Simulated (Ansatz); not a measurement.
Space group C2/c (No. 15). a = 7.620 Å, b = 7.320 Å, c = 12.078 Å, α = 90.00°, β = 103.81°, γ = 90.00°
| atom | site | symmetry | x | y | z |
| --- | --- | --- | --- | --- | --- |
| H | 8f | 1 | 0.8224 | 0.5555 | 0.6969 |
| H | 8f | 1 | 0.2569 | 0.2618 | 0.6164 |
| H | 8f | 1 | 0.9446 | 0.6287 | 0.5981 |
| C | 4e | 2 | 0.0000 | 0.7828 | 0.7500 |
| C | 8f | 1 | 0.8705 | 0.6773 | 0.6603 |
| Br | 8f | 1 | 0.3261 | 0.6555 | 0.5767 |
| O | 4e | 2 | 0.0000 | 0.9521 | 0.7500 |

Equation of state of this H6C3Br2O structure (not necessarily the ground state), with shape and atoms relaxed at each volume where symmetry leaves them free. The calculation used DFT PBE+D3(BJ), scalar-relativistic, plane waves, PAW (Ansatz 0.2.0).

Plane waves to 420 eV, a k mesh through Γ of 6×6×4 on the computed 24-atom cell and Gaussian smearing (0.02 eV); no spin polarisation.

```tsv
V (Å³/atom)	E − E(largest V) (meV/atom)	P (GPa)	gap on mesh (eV)
12.402	1.93	0.94	2.30
12.811	0.15	0.54	2.29
13.219	-0.79	0.25	2.28
13.628	-1.05	-0.01	2.27
14.037	-0.75	-0.22	2.27
14.446	0.00	-0.37	2.26
```

Question: Fit a third-order Birch–Murnaghan equation to E(V).

Answer: V0 = 13.60 Å³/atom, B0 = 7 GPa, B0' = 6.0.

2 further runs of this set didn't finish or converge.

Cost: 6 runs of about 55 core-minutes in all, on Arm Neoverse V2 (shared hosts).